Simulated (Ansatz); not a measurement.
# Sn: computed property card

Sn:
```yaml
crystal:
  lattice:
    - [-1.88629, 1.88629, 1.88629]
    - [1.88629, -1.88629, 1.88629]
    - [1.88629, 1.88629, -1.88629]
  atoms:
    - { symbol: Sn, position: [0.00000, 0.00000, 0.00000] }
```

Space group Im-3m (No. 229), bcc (W type); conventional cell a = b = c = 3.7726 Å, α = β = γ = 90.00°.

Method: the program Ansatz at the r²SCAN level (PAW). The cell and atoms are relaxed at this level. Other levels are named where they apply.

**Cell and energy**

- Volume per atom: 26.85 Å³
- Density: 7.34 g/cm³

**Electronic structure**

- Electronic character: metallic (no gap)
- Density of states at the Fermi level: 0.56 states/eV per atom (mean over ±0.08 eV)
- Gap with spin–orbit coupling: none (metallic)

**Mechanics**

- Bulk modulus (Birch–Murnaghan fit): 51.0 GPa
- Pressure derivative B′: 5.3
- Elastic constants (relaxed ions, GPa): C11 = 41.9, C12 = 58.2, C44 = 19.2
- Mechanical stability: unstable (C has a negative eigenvalue)

The workflow started from a Materials Project entry (that database holds measured and hypothetical structures alike); the Crystallography Open Database copy checked does not list it. It is not the phase usual at ambient conditions (space group No. 141). The cell was relaxed with r²SCAN under the symmetry of its start. As this level gives no gap, shear constants depend on the k-mesh and smearing (Fermi–Dirac, 0.1 eV here). Spin–orbit coupling is left out wherever it is not named.

Potentials: the earlier of the program's two PAW sets.
